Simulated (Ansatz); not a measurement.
Method: Ansatz 0.2.0, DFT PBE, scalar-relativistic, plane waves, PAW. All cells share a 420 eV cutoff and Γ-centred k meshes spaced at most about 0.3 Å⁻¹ (about 0.25 or finer for metals, 2π included). No spin polarisation in the final relaxations.

All energies are static (0 K, no zero-point motion).

Two forms of Sn₃As were relaxed alike.

A.

```yaml
crystal:
  lattice:
    - [4.69456, 0.00000, 0.00000]
    - [0.00000, 4.69456, 0.00000]
    - [0.00000, 0.00000, 4.69456]
  atoms:
    - { symbol: Sn, position: [0.50000, 0.00000, 0.50000] }
    - { symbol: Sn, position: [0.00000, 0.50000, 0.50000] }
    - { symbol: Sn, position: [0.50000, 0.50000, 0.00000] }
    - { symbol: As, position: [0.00000, 0.00000, 0.00000] }
```

B.

```yaml
crystal:
  lattice:
    - [-3.00102, 3.00102, 3.00102]
    - [3.00102, -3.00102, 3.00102]
    - [3.00102, 3.00102, -3.00102]
  atoms:
    - { symbol: Sn, position: [0.00000, 0.50000, 0.50000] }
    - { symbol: Sn, position: [0.50000, 0.00000, 0.50000] }
    - { symbol: Sn, position: [0.50000, 0.50000, 0.00000] }
    - { symbol: As, position: [0.00000, 0.00000, 0.00000] }
```

Question: Which is lower in energy, and by how much?

Answer: B is lower, by 95 meV/atom. A has the Cu3Au (L1_2) type, space group Pm-3m (No. 221), 25.9 Å³/atom and no gap on its mesh; B has space group Im-3m (No. 229), 27.0 Å³/atom and no gap. Counting Sn atoms around As (those within 1.25 times the shortest such distance or 1.15 times the sum of covalent radii, 1.27 where that leaves under three; the shortest distance is added where it exceeds 1.18 times the sum of covalent radii), A has As 12 from 3.3 Å and B has As 6. The lower one is the more open, so pressure narrows the difference. Even the lower one lies +0.05 eV/atom against the reference forms of the elements (uncorrected), so neither is stable at this level. Both come from invented guesses.

In Pm-3m, Im-3m an odd number of electrons in the primitive cell allows no gap without spin; a larger cell or a magnetic state could open one. A magnetic state wasn't ruled out in cells without spin, among them Pm-3m, Im-3m. Cells relaxed within their symmetry can be saddle points.
